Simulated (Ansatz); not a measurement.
Ba (bcc (W type)), relaxed with PBE (Ansatz, an electronic-structure program, plane waves, PAW): a = 5.020 Å, b = 5.020 Å, c = 5.020 Å, α = 90.00°, β = 90.00°, γ = 90.00°.

The same phase is relaxed and computed with r²SCAN in the same code. What is the cell now?

a = b = c = 5.071 Å, α = β = γ = 90.00°.

All cells were relaxed under the symmetry of their starts (and spin orders); stability against distortions was not tested throughout. Spin–orbit coupling is left out wherever it is not named.

Potentials: the earlier of the program's two PAW sets.

Ansatz is a plane-wave DFT program.
